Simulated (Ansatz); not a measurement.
In DFT-PBE in the program Ansatz with PAW potentials, Bi in the diamond structure (Fd-3m) relaxes to a = 7.289 Å. Bi has 4 nearest neighbours from 3.16 Å (tetrahedral).

Electronic character: metallic (no gap). Gap from PBE with spin–orbit coupling: none (metallic).

The bulk modulus is 28.6 GPa.

The start of the workflow was typed in or built on a structure type; neither database checked (COD, Materials Project) lists it. It is not the phase usual at ambient conditions (space group No. 166). Symmetry was held in the PBE relaxation; its stability against distortions is not shown here. Scalar-relativistic: spin–orbit coupling is off unless named, which matters more the heavier the elements.

Potentials: the earlier of the program's two PAW sets.
